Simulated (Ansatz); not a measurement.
Question: Name crystals whose computed values (DFT-LDA in the program Ansatz with PAW potentials) fall in these windows: electron conductivity mass (mₑ) 0.034 to 0.044; highest Γ mode, no LO–TO term (cm⁻¹) 150 to 200; ε0 10 to 14.

Answer: 

| crystal | electron conductivity mass (mₑ) | highest Γ mode, no LO–TO term (cm⁻¹) | ε0 |
|---|---|---|---|
| CdSe, zinc blende | 0.040 | 175 | 11.8 |
Others may fit too.

The cell was relaxed under the symmetry of its start. Spin–orbit coupling is left out wherever it is not named.

Potentials: the later of the program's two PAW sets.
